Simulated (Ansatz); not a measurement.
Task: Name crystals whose computed values (r²SCAN (plane waves, PAW; program Ansatz)) fall in these windows: HSE06 gap (eV) 1.9 to 2.5; Θ_D (K) 420 to 590; gap (eV) 1.6 to 2.0.

Result: 

| crystal | HSE06 gap (eV) | Θ_D (K) | gap (eV) |
|---|---|---|---|
| BeS, NiAs type | 2.27 | 514 | 1.80 |
Others may fit too.

Typed or built starts, not in the databases checked: BeS, NiAs type. The cell was relaxed under the symmetry of its start.

Potentials: the earlier of the program's two PAW sets.
